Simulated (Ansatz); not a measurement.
HfN (CsCl type, space group No. 221) under volume change, plane-wave PAW r²SCAN (Ansatz code), scaled uniformly.

```json
[
 {"V (Å³/atom)": "10.033", "E − E(relaxed) (meV/atom)": "84.3", "P (GPa)": "29.57"},
 {"V (Å³/atom)": "10.363", "E − E(relaxed) (meV/atom)": "35.4", "P (GPa)": "18.10"},
 {"V (Å³/atom)": "10.694", "E − E(relaxed) (meV/atom)": "8.4", "P (GPa)": "8.34"},
 {"V (Å³/atom)": "11.025", "E − E(relaxed) (meV/atom)": "0.0", "P (GPa)": "0.02"},
 {"V (Å³/atom)": "11.356", "E − E(relaxed) (meV/atom)": "7.5", "P (GPa)": "-7.06"},
 {"V (Å³/atom)": "11.686", "E − E(relaxed) (meV/atom)": "28.4", "P (GPa)": "-13.10"},
 {"V (Å³/atom)": "12.017", "E − E(relaxed) (meV/atom)": "61.0", "P (GPa)": "-18.26"}
]
```

Question: What does a third-order Birch–Murnaghan fit give for V₀, B₀ and B′?

Answer: V₀ = 11.03 Å³/atom, B₀ = 255 GPa, B′ = 4.3.

Space group Pm-3m (CsCl type). A made-up cell: these elements were put on the sites of a structure type; neither database checked (COD, Materials Project) lists it. It is not the phase usual at ambient conditions (space group No. 225). Symmetry was held in the r²SCAN relaxation; its stability against distortions is not shown here. The run is not spin-polarised. Spin–orbit coupling is left out wherever it is not named.

Potentials: the later of the program's two PAW sets.
